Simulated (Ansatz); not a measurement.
A structure of GaSb relaxed with PBEsol (plane waves to 420 eV, PAW, scalar-relativistic; Ansatz, a program for electronic structure); single points at other levels follow on the same geometry (Ansatz, PAW; HSE06 at 420 eV on a 6×6×2 k-mesh; no spin-orbit coupling). Space group P6₃mc (No. 186).

GaSb is modelled in the hexagonal space group P6₃mc (No. 186), Pearson symbol hP8. Lattice parameters: a = 4.313 Å, b = 4.313 Å, c = 14.154 Å, α = 90.00°, β = 90.00°, γ = 120.00°. Ga1 on 2a sees 4 Sb at 2.640–2.644 Å (tetrahedral). Ga2 on 2b is surrounded by 4 Sb at 2.644–2.661 Å (tetrahedral). Sb1 on 2a sees 4 Ga at 2.640–2.644 Å (tetrahedral). Sb2 on 2b is coordinated by 4 Ga at 2.644–2.661 Å (tetrahedral). (Neighbours: up to the widest gap in distance over summed covalent radii, below 1.35, at either atom; cation-cation and far metal-metal contacts left out.)

| level | gap (eV) | kind | conduction minimum |
|---|---|---|---|
| PBEsol | 0.02 | direct | Γ |
| HSE06 | ___ | – | ___ |

**Question.** Some entries are withheld; supply them.

**Answer.** 
- HSE06, gap (eV): 0.85
- HSE06, conduction minimum: Γ

No spin polarisation in the result.

The run could not lose the symmetry of its start.

The first start was generated by placing the elements on the sites of a structure type. Materials Project lists a structure of GaSb in the same space group, P6₃mc (No. 186); the sites were not compared with it, nor with measured phases. Known forms of GaSb include space group No. 216.
